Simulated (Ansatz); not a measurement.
## Computed properties of In4Sb3As (ordering on zincblende)

All numbers come from the PAW code Ansatz. Note: simulated data, non-magnetic, for a generated structure that need not be the stable one.

In4Sb3As, ordered on the zincblende lattice (P-4m2) with 8 atoms a cell, relaxed with r2SCAN. It is tetragonal, P-4m2 (No. 115); conventional cell a = 4.564 Å, c = 12.871 Å, 33.51 Å³ an atom. As has 4 In at 2.70 Å; In has 2 As at 2.70 Å and 2 Sb at 2.82 Å; Sb has 4 In at 2.82 Å; In has 4 Sb at 2.82–2.83 Å; Sb has 4 In at 2.83 Å.

```xyz
8
Lattice="4.5638 0.0000 0.0000 0.0000 4.5638 0.0000 0.0000 0.0000 12.8713" Properties=species:S:1:pos:R:3 pbc="T T T"
As    0.0000    0.0000    0.0000
In    0.0000    2.2819   11.4253
Sb    2.2819    2.2819    9.7627
In    2.2819    0.0000    8.1017
Sb    0.0000    0.0000    6.4357
In    0.0000    2.2819    4.7696
Sb    2.2819    2.2819    3.1087
In    2.2819    0.0000    1.4461
```

Relaxed lattice by functional, symmetry kept:
```tsv
functional	k mesh	a (Å)	c (Å)	volume (Å³/atom)
PBE	6×6×2	4.621	13.017	34.75
r2SCAN	6×6×2	4.564	12.871	33.51
```

Gaps on the r2SCAN cell, each the least over its mesh and the special points:
```csv
level,k mesh,gap (eV),kind,edges,least direct gap (eV),rough cost
PBE,6×6×2,0,–,–,–,100 core-seconds
PBE+SOC,6×6×2,0.04,direct,Γ,0.04,7 core-minutes
r2SCAN,6×6×2,0,–,–,–,70 core-seconds
HSE06,4×4×2,0.16,direct,Γ,0.16,12 core-minutes
```
All runs use a smearing of 0.02 eV.
Wave cutoffs: 420 eV, 500 eV (r2SCAN).
Costs come from shared machines and give only the order; PBE's includes the band path. The runs had 4 threads of Arm Neoverse V2, on a shared host.

The HSE06 gap is direct at Γ: 0.16 eV. With PBE+SOC the gap is 0.04 eV and direct, at Γ. (This is within a few times the smearing of 0.02 eV, so the filling near the edges can be smeared.) With so small a gap spin-orbit coupling can invert the bands, which the size of the gap doesn't show: the edges may have crossed and parted again.

The levels disagree on the kind of gap: direct with PBE+SOC, HSE06; zero gap with PBE, r2SCAN.

Only the levels marked +SOC include spin-orbit coupling.

Gaps or overlaps of about a tenth of an eV are at the limit of these meshes: between the points read a gap can be smaller or closed.

The meshes of the hybrids are coarse, so their gaps aren't converged to the digits shown.
